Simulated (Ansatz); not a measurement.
CsNaTiO3:
```
CsNaTiO3
1.0
    2.94231    -5.45051     0.00000
    2.94231     5.45051     0.00000
    0.00000     0.00000     5.54252
Cs Na Ti O
2 2 2 6
Direct
  0.73196   0.26804   0.75000
  0.26804   0.73196   0.25000
  0.57419   0.42581   0.25000
  0.42581   0.57419   0.75000
  0.95112   0.04888   0.25000
  0.04888   0.95112   0.75000
  0.79169   0.20831   0.25000
  0.20831   0.79169   0.75000
  0.21378   0.21378   0.00000
  0.78622   0.78622   0.00000
  0.78622   0.78622   0.50000
  0.21378   0.21378   0.50000
```

Cartesian axes are those of the cell as given.

### Question
Give the high-frequency dielectric tensor and the Born effective charge tensors of the independent atoms from DFPT, plane-wave PAW LDA (Ansatz code).

### Answer

ε∞:
```
3.36  0.00  0.00
0.00  3.68  0.00
0.00  0.00  4.25
```
Z* of atom 1 (Cs), rows: field, columns: displacement, in e:
```
1.50  0.00  0.00
0.00  1.20  0.00
0.00  0.00  1.51
```
Z* of atom 3 (Na), rows: field, columns: displacement, in e:
```
1.36  0.00  0.00
0.00  1.23  0.00
0.00  0.00  1.05
```
Z* of atom 5 (Ti), rows: field, columns: displacement, in e:
```
2.54  0.00  0.00
0.00  3.15  0.00
0.00  0.00  5.54
```
Z* of atom 7 (O), rows: field, columns: displacement, in e:
```
-1.41   0.00   0.00
 0.00  -2.93   0.00
 0.00   0.00  -1.59
```
Z* of atom 9 (O), rows: field, columns: displacement, in e:
```
-1.99   0.00   0.00
 0.00  -1.33  -0.50
 0.00  -0.85  -3.26
```

Space group Cmcm. The first step of the workflow began from a Materials Project structure, measured or hypothetical; the Crystallography Open Database copy checked does not list it. Whether it is the stable phase at ambient conditions was not checked. Symmetry was held in the LDA relaxation; whether a distortion lowers the energy is not shown. The run is not spin-polarised. Scalar-relativistic: spin–orbit coupling is off unless named, which matters more the heavier the elements.

Potentials: the later of the program's two PAW sets.
